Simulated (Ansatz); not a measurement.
Elastic constants of Al$_{2}$Ru at 15 GPa (stress–strain coefficients): input and output

Theory: Ansatz 0.2.0, DFT LDA, scalar-relativistic, plane waves, PAW.

Launched with:
```bash
ansatz run input.yaml --threads 1 --pin off --max-ram 3072MiB --backend cpu --events-out ev --progress --plain --runs-dir out
```

Input (bare energies are in eV):
```yaml
crystal:
  lattice:
    - [-1.5163124761, 1.5163124761, 4.0720111355]
    - [1.5163124761, -1.5163124761, 4.0720111355]
    - [1.5163124761, 1.5163124761, -4.0720111355]
  atoms:
    - { symbol: Al, position: [0.6603804046, 0.6603804046, 0.0] }
    - { symbol: Al, position: [0.3396195954, 0.3396195954, 0.0] }
    - { symbol: Ru, position: [0.0, 0.0, 0.0] }
basis:
  ecutwfc: 420
kpoints:
  mp_grid: { grid: [20, 20, 20] }
hamiltonian:
  xc: lda
scf:
  occupations: { method: fermi_dirac, width: 0.15 }
output:
  forces: true
  stress: true
  eigenvalues: true
elastic:
  mode: relaxed_ion
  amplitude: 0.005
  stencil: two_point
```

From the output:
```
--- Elastic constants: 4 strain directions × 2 members + reference (group order 16) ---
  dense FFT box of the reference and of every strained cell: 32×32×32
  strains applied: 11, 33, 23, 12; error gains: componentwise 1.00 (the most a stress slope's error grows in a printed constant), spectral 1.41 (1 for all six strains in a standard setting)
  reference relaxed by the batch: 3 steps; max|allowed force component| 3.88e-4 eV/Å at the deck's positions, 9.28e-9 at the last accepted step, 2.10e-8 by the solve of record
  largest displacement 1.6e-5 Å; the constants are those of the deck's cell at these positions:
  atoms:
    - { symbol: Al, position: [0.6603823940323884, 0.6603823940323884, 1.777865987635647e-36] }
    - { symbol: Al, position: [0.3396176059676117, 0.3396176059676117, 1.8398845685996814e-36] }
    - { symbol: Ru, position: [7.235501112470656e-38, -3.690105567360034e-36, -3.6177505562353274e-36] }
  C = ∂σ_k/∂η_j (tension-positive GPa; Voigt order 11 22 33 23 13 12):
       394.672    184.928    170.113      0.000      0.000     -0.000
       184.928    394.672    170.113      0.000      0.000     -0.000
       170.109    170.109    406.365      0.000      0.000      0.000
         0.000      0.000     -0.000    208.701      0.000      0.000
         0.000      0.000     -0.000      0.000    208.701      0.000
         0.000     -0.000     -0.000      0.000      0.000    173.268
  reference stress σ⁰ (GPa):    -14.999    -14.999    -15.000      0.000     -0.000      0.000
  C* (energy form; C + prestress term) asymmetry max|C*_kj − C*_jk| = 4.109e-3 GPa — a small one proves nothing (zero by symmetry where the batch's group is 432, −43m or m−3m); a large one is finite-difference/SCF noise where every solve ...
  moduli (Voigt/Reuss/Hill, GPa): K = 249.56/249.55/249.55   G = 162.84/150.07/156.45   E = 388.23   ν = 0.241
  mechanically stable: yes (min eigenvalue of sym C = 173.27 GPa)
  the stresses are not corrected for the forces that the relaxations left standing (`elastic.f_tol`)
  strain η (Voigt 11):  stress-route row diagonal C_11 = 394.67 GPa, energy-path curvature d²(F+E_count+ΔE)/dδ²/Ω₀ = 394.65 GPa
         δ    σ_11 (GPa) F (eV) n_scf n_hpsi n_pw
    -5.000e-3     -17.0096       -6785.9523771       6  239789    742   relax 2 steps, max|allowed force component| 2.28e-5 eV/Å
     5.000e-3     -13.0628       -6785.9874656       6  239858    752   relax 2 steps, max|allowed force component| 4.74e-5 eV/Å
  strain η (Voigt 33):  stress-route row diagonal C_33 = 406.37 GPa, energy-path curvature d²(F+E_count+ΔE)/dδ²/Ω₀ = 406.30 GPa
         δ    σ_33 (GPa) F (eV) n_scf n_hpsi n_pw
    -5.000e-3     -17.0788       -6785.9523407       6  132023    745   relax 3 steps, max|allowed force component| 2.89e-6 eV/Å
     5.000e-3     -13.0151       -6785.9874383       6  131809    754   relax 3 steps, max|allowed force component| 5.21e-6 eV/Å
  strain η (Voigt 23):  stress-route row diagonal C_44 = 208.70 GPa, energy-path curvature d²(F+E_count+ΔE)/dδ²/Ω₀ = 216.21 GPa
         δ    σ_23 (GPa) F (eV) n_scf n_hpsi n_pw
    -5.000e-3      -1.0435       -6785.9704442       6  434283    749   relax 3 steps, max|allowed force component| 3.92e-8 eV/Å
     5.000e-3       1.0435       -6785.9704442       6  434201    749   relax 3 steps, max|allowed force component| 2.91e-6 eV/Å
  strain η (Voigt 12):  stress-route row diagonal C_66 = 173.27 GPa, energy-path curvature d²(F+E_count+ΔE)/dδ²/Ω₀ = 180.78 GPa
         δ    σ_12 (GPa) F (eV) n_scf n_hpsi n_pw
    -5.000e-3      -0.8663       -6785.9705464       6  239727    749   relax 2 steps, max|allowed force component| 1.16e-5 eV/Å
     5.000e-3       0.8663       -6785.9705464       6  239605    749   relax 2 steps, max|allowed force component| 1.16e-5 eV/Å
```

The run took 6.8 min on 1 thread of AMD EPYC 9R45 96-Core Processor (Zen 5) (shared host), peak memory 1.4 GiB.

In a metal, frequencies and elastic constants depend on the k mesh and the smearing, soft modes and shear constants most. Other phases may be more stable at this pressure.